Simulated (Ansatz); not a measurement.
Ga2O3 (beta-Ga2O3 type, space group C2/m)

```xyz
10
Lattice="6.2276 -1.5417 0.0000 6.2276 1.5417 0.0000 -1.3923 0.0000 5.7103" Properties=species:S:1:pos:R:3 pbc="T T T"
Ga     0.0133     0.0000     4.5380
Ga    11.0496     0.0000     1.1723
Ga     7.7644     0.0000     1.7940
Ga     3.2986     0.0000     3.9164
O      1.8842     0.0000     0.6235
O      9.1787     0.0000     5.0868
O      1.3778     0.0000     3.2227
O      9.6851     0.0000     2.4876
O      5.8207     0.0000     1.4659
O      5.2422     0.0000     4.2444
```

The atoms are displaced by Q × the pattern below (from a DFPT mode at Γ, largest move 1; Q in Å), at fixed cell.

```
atom       x      y       z
----  ------  -----  ------
Ga1    0.203  0.000  -0.447
Ga2    0.203  0.000  -0.447
Ga3   -0.489  0.000   0.475
Ga4   -0.489  0.000   0.475
O5     0.972  0.000  -0.235
O6     0.972  0.000  -0.235
O7     0.179  0.000  -0.088
O8     0.179  0.000  -0.088
O9     0.097  0.000   0.203
O10    0.097  0.000   0.203
```

These are PBE (plane waves to 420 eV, PAW, scalar-relativistic; Ansatz, a quantum-chemistry and plane-wave program) values and carry that method's errors. k mesh 11×11×6 (Γ-centred), Fermi-Dirac smearing 0.05 eV. Energies are smeared free energies. Stress and pressure are positive under compression. Ga2O3 was relaxed with its symmetry unable to fall. The zero of ΔE is the undisplaced structure.

```
Q (Å)   ΔE (meV/cell)  P (GPa)  −dE/dQ from forces (eV/Å)
------  -------------  -------  -------------------------
-0.280           2028     3.91                     13.652
-0.233           1434     2.78                     11.792
-0.187            931     1.81                      9.716
-0.140            530     1.04                      7.458
-0.093            237     0.47                      5.055
-0.047             60     0.12                      2.553
0.000               0     0.00                      0.000
0.047              60     0.12                     -2.553
0.093             237     0.47                     -5.055
0.140             530     1.04                     -7.458
0.187             931     1.81                     -9.716
0.233            1434     2.78                    -11.792
0.280            2028     3.91                    -13.652
```

What the scan shows:

```
Quantity                                                                                                              Value
-----------------------------------------------------------  --------------------------------------------------------------
Energy at Q = 0.280 Å                                                                                         2028 meV/cell
Space group of the distorted cell                                                             Cm (No. 8), lowered from C2/m
Symmetry of the curve                                                                         even: the same for both signs
Shape of the curve                                           a single well with its minimum at or next to zero displacement
Harmonic wavenumber from the curvature (finite differences)                                                        334 cm⁻¹
Wavenumber by perturbation theory (DFPT, on another k mesh)                                                        334 cm⁻¹
```

(A displaced cell: forces are minus the slopes of the energy, force constants its curvatures, and phonons follow from these.)
